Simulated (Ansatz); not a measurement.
# Perturbing SiO2

Base: a COD entry whose atoms were relaxed with PBE, the cell held.

```yaml
crystal:
  lattice:
    - [4.16670, 0.00000, 0.00000]
    - [0.00000, 4.16670, 0.00000]
    - [0.00000, 0.00000, 2.66450]
  atoms:
    - { symbol: Si, position: [0.00000, 0.00000, 0.00000] }
    - { symbol: Si, position: [0.50000, 0.50000, 0.50000] }
    - { symbol: O, position: [0.30526, 0.30526, 0.00000] }
    - { symbol: O, position: [0.19474, 0.80526, 0.50000] }
    - { symbol: O, position: [0.69474, 0.69474, 0.00000] }
    - { symbol: O, position: [0.80526, 0.19474, 0.50000] }
```

Sites (sets of like atoms) are named by element and the number of their first atom in this list.

Level of theory: DFT, PBE, plane waves and PAW, scalar-relativistic, 420 eV cutoff, Γ-centred 7×7×11 k-points, Fermi–Dirac smearing 0.02 eV (Ansatz 0.2.0).

Gradients in 10²¹ V/m²:

| site | atoms | V_zz base | η base | V_zz variant | η variant |
| --- | --- | --- | --- | --- | --- |
| Si | 1, 2 | 1.56 | 0.62 | 1.19 | 0.92 |
| O | 3, 4, 5, 6 | -11.10 | 0.17 | -11.24 | 0.14 |

(1) Which change was made?
A. z compressed by 1 %, ions relaxed
B. z stretched by 1 %, ions relaxed
C. volume scaled by 0.98, ions relaxed
D. volume scaled by 1.06, ions relaxed

Answers

(1) B. The largest change of V_zz is on Si, from 1.56 to 1.19. In per cent, |V_zz| changes by -23 on Si, +1 on O (all sites that start above 0.5). Where |V_zz| stays above 0.1, η moves most on Si, from 0.62 to 0.92.

For the base: At this cell the PBE pressure is 13 GPa, so with PBE the cell would grow if it were relaxed. The entry's cell may itself be off.
For the variant: At this changed cell the PBE pressure is 9 GPa.
